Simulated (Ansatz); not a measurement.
## A trial form of NbAg₄

Theory: Ansatz, DFT PBE, scalar-relativistic, plane waves, PAW. Cutoff 420 eV, Gaussian smearing, Γ-centred meshes. Cell and atoms relax first on a coarse mesh and then on a finer one. In between, the cell is made exact in the group found at 0.06 Å. In metals the finer mesh still leaves noise of several meV/atom or more. The steps can't lower the symmetry of their start. No spin polarisation in the relaxation; trial moments died out in a coarse test.

The guess for NbAg₄ was made by a generator: random cell by space group and Wyckoff sites (P4/mmm, No. 123). Its size is a rough estimate.

```
Nb Ag
1.0
     6.72919    0.00000    0.00000
     0.00000    6.72919    0.00000
     0.00000    0.00000    2.23263
Nb Ag
1 4
Cartesian
  0.0000 0.0000 1.1163
  1.1276 3.3646 1.1163
  5.6016 3.3646 1.1163
  3.3646 1.1276 1.1163
  3.3646 5.6016 1.1163
```

Energies over the elements count from the elements' standard structures at the same level, with no fitted energy shifts.

Question: Describe the relaxed structure.

Answer: The symmetry stays P4/mmm (No. 123). The volume per atom grows by 4.2 %, from 20.2 to 21.1 Å³. The shortest distance goes from 2.23 Å (Ag–Ag and Nb–Nb) to 2.56 Å (Ag–Ag). The ratio c/a of the conventional cell changes by a factor of 1.27. The energy falls by about 1.3 eV/atom (the start's value is from the coarse mesh). Conventional cell: a = 6.302 Å, c = 2.652 Å. Nb has 2 Nb at 2.65 Å; Ag has 5 Ag at 2.56–2.65 Å.

```
Nb Ag
1.0
     6.30152    0.00000    0.00000
     0.00000    6.30152    0.00000
     0.00000    0.00000    2.65245
Nb Ag
1 4
Direct
  0.00000 0.00000 0.50000
  0.20310 0.50000 0.50000
  0.79690 0.50000 0.50000
  0.50000 0.20310 0.50000
  0.50000 0.79690 0.50000
```

Question: How does it come out in energy, and is it a metal?

Answer:

| Property | Result |
| --- | --- |
| Formation energy | +0.77 eV/atom |
| Gap on the 6×6×14 mesh of the 5-atom cell | 0 eV (a metal) |

The separate elements lie lower, so it is unstable against them.

The last run used Gaussian smearing of 0.10 eV. Symmetry constrained the relaxation, so the result can be a saddle point. Another cell of NbAg4 relaxed alike, in P-3m1, lies 0.65 eV/atom lower, so this cell isn't the stable form at this level.
